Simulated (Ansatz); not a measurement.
This run works on a generated trial structure, not on a known crystal.

Input and command of a plane-wave DFT calculation in Ansatz:

```yaml
crystal:
  lattice:
    - [2.6110056306, 0.0, 0.0]
    - [0.0, 2.6110056306, 0.0]
    - [0.0, 0.0, 7.45971305]
  atoms:
    - { symbol: Cu, position: [0.5, 0.5, 0.237854896] }
    - { symbol: Cu, position: [0.5, 0.5, 0.762145104] }
    - { symbol: Cu, position: [0.0, 0.0, 0.0] }
    - { symbol: Re, position: [0.0, 0.0, 0.5] }
basis:
  ecutwfc: 420
kpoints:
  mp_grid: { grid: [18, 18, 6] }
hamiltonian:
  xc: pbe
scf:
  occupations: { method: gaussian, width: 0.1 }
output:
  forces: true
  stress: true
  eigenvalues: true
relax:
  adjacent_minimum: "off"
  f_tol: 0.01
  max_steps: 80
  cell: { stress_tol: 0.05 }
```

```bash
ansatz run input.yaml --threads 1 --pin off --max-ram 2560MiB --backend cpu --events-out ev --progress --plain --runs-dir out
```

Processor: Intel(R) Xeon(R) CPU @ 2.80GHz (Skylake/Cascade Lake), 1 thread, on a host shared with other jobs.

Task: How long does it run, and how much memory does it take?

Result: About 2.4 min, peak memory 0.63 GiB. It solves 44 bands at 220 k points (after reduction by symmetry) with about 1013 plane waves (on the last cell), in 32 SCF iterations over 5 ionic steps.
